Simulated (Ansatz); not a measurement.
Sn4Pd:
```xyz
10
Lattice="3.2412 -5.7820 0.0000 3.2412 5.7820 0.0000 0.0000 0.0000 6.4395" Properties=species:S:1:pos:R:3 pbc="T T T"
Sn     2.1308     1.4539     2.1313
Sn     4.3515    -1.4539     2.1313
Sn     2.1308    -1.4539     4.3083
Sn     4.3515     1.4539     4.3083
Sn     1.1104    -1.4539     1.0885
Sn     5.3720     1.4539     1.0885
Sn     1.1104     1.4539     5.3510
Sn     5.3720    -1.4539     5.3510
Pd     3.2412     0.0000     0.0000
Pd     0.0000     0.0000     3.2198
```

Relaxed with r²SCAN.

### Question
Which orbitals make up the states near the Fermi level in DFT-r²SCAN in the program Ansatz with PAW potentials?

### Answer
Within 0.5 eV of the Fermi level: Sn 5p 71 %, Sn 5s 17 %, Pd 4d 9 %. Projections are on Löwdin-orthogonalised atomic valence shells; empty p or d shells of many metals are not among them.

### Question
Tabulate the density of states.

### Answer
States/eV per cell of 10 atoms, in 0.25 eV bins, energy from the Fermi level.

```
E (eV)  total  Sn 5p  Pd 4d  Sn 5s
------  -----  -----  -----  -----
-7.85    4.06   1.10   0.32   2.59
-7.60    4.66   1.15   0.48   2.97
-7.35    4.24   0.97   0.54   2.69
-7.10    2.99   0.62   0.45   1.89
-6.85    2.52   0.51   0.42   1.56
-6.60    3.55   0.79   0.63   2.09
-6.35    4.37   0.99   0.81   2.52
-6.10    4.03   0.77   0.97   2.25
-5.85    3.34   0.43   1.04   1.84
-5.60    0.77   0.07   0.27   0.42
-5.35    0.27   0.18   0.07   0.01
-5.10    1.72   1.06   0.57   0.06
-4.85    4.28   2.21   1.80   0.20
-4.60    6.09   2.55   3.18   0.28
-4.35   11.07   3.44   7.10   0.41
-4.10   19.29   4.39  14.27   0.47
-3.85    7.24   1.49   5.41   0.25
-3.60   14.25   2.24  11.26   0.58
-3.35   10.82   2.66   7.05   0.95
-3.10    7.42   2.07   4.34   0.89
-2.85    4.86   2.04   2.26   0.48
-2.60    8.05   4.09   3.19   0.63
-2.35    6.47   3.85   1.91   0.58
-2.10    5.98   3.86   1.33   0.67
-1.85    5.38   3.65   0.94   0.66
-1.60    5.20   3.63   0.73   0.71
-1.35    4.40   3.15   0.48   0.64
-1.10    3.99   2.96   0.36   0.53
-0.85    4.85   3.68   0.40   0.60
-0.60    4.24   3.17   0.33   0.57
-0.35    4.96   3.58   0.42   0.78
-0.10    3.36   2.36   0.32   0.55
0.15     3.24   2.26   0.29   0.55
0.40     3.65   2.48   0.31   0.69
0.65     4.35   2.90   0.36   0.90
0.90     3.55   2.38   0.27   0.73
1.15     4.09   2.81   0.29   0.75
1.40     4.67   3.27   0.34   0.77
1.65     5.23   3.70   0.36   0.82
1.90     4.88   3.51   0.30   0.71
2.15     5.30   3.87   0.29   0.73
2.40     4.55   3.37   0.23   0.54
2.65     5.60   4.17   0.27   0.58
2.90     4.76   3.60   0.21   0.45
3.15     5.19   3.92   0.19   0.47
3.40     4.89   3.69   0.16   0.35
3.65     5.29   3.99   0.15   0.34
3.90     5.68   4.30   0.14   0.35
4.15     6.11   4.64   0.14   0.34
4.40     5.93   4.50   0.13   0.28
4.65     6.21   4.70   0.12   0.25
4.90     5.75   4.29   0.10   0.22
```

Space group Ccce. The first step of the workflow began from a Materials Project structure, measured or hypothetical; the Crystallography Open Database files this formula in space group No. 68, but the cells were not matched. Its standing as an ambient phase is unchecked. The r²SCAN relaxation kept the symmetry of its start; whether a distortion lowers the energy is not shown. No spin polarisation was allowed. Scalar-relativistic: spin–orbit coupling is off unless named, which matters more the heavier the elements.

Potentials: the later of the program's two PAW sets.
